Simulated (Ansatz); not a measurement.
Relaxed-ion elastic tensor of I (molecular I2 type, Cmce) in GPa (Voigt order), PBEsol in the plane-wave PAW code Ansatz; density 5.31 g/cm³, 39.66 Å³ per atom.

```
11.0   2.5  -1.2   0.0   0.0   0.0
 2.5  28.5  27.5   0.0   0.0   0.0
-1.2  27.5  55.7   0.0   0.0   0.0
 0.0   0.0   0.0  35.0   0.0   0.0
 0.0   0.0   0.0   0.0   2.5   0.0
 0.0   0.0   0.0   0.0   0.0   5.0
```

**Question.** Is the crystal mechanically stable?

**Answer.** Yes: the smallest eigenvalue of C is 2.5 GPa.

**Question.** Work out the Voigt, Reuss and Hill averages.

**Answer.** K_V = 17.0, K_R = 8.6, K_H = 12.8; G_V = 12.9, G_R = 5.2, G_H = 9.1 GPa.

**Question.** Give Young's modulus, Poisson's ratio, Pugh's ratio and the universal anisotropy index.

**Answer.** E = 9KG/(3K + G) = 22.0 GPa; ν = 0.21; K/G = 1.41 (brittle by the Pugh limit of 1.75); A_U = 5G_V/G_R + K_V/K_R − 6 = 8.42.

**Question.** Estimate the sound speeds and the Debye temperature.

**Answer.** v_l = √((K + 4G/3)/ρ) = 2160 m/s, v_t = √(G/ρ) = 1310 m/s, mean 1440 m/s; Θ = (h/k)(3n/4πV)^(1/3) v_m = 126 K.

**Question.** Solve the Christoffel equation for the three sound speeds along x, y, z.

**Answer.** Eigenvalues of C_ijkl n_j n_l equal ρv². In km/s, slowest first: x 0.68, 0.97, 1.44; y 0.97, 2.32, 2.57; z 0.68, 2.57, 3.24.

**Question.** How much does each axis shrink under pressure?

**Answer.** Linear compressibilities β_i = Σ_j S_ij (j = 1 to 3): x 89, y 16, z 12 per TPa.

The PBEsol relaxation kept the symmetry of its start. A crystal of weakly bound molecules computed without a dispersion correction: the cell and the soft elastic constants depend strongly on that. Scalar-relativistic: spin–orbit coupling is off unless named, which matters more the heavier the elements.

Potentials: the later of the program's two PAW sets.
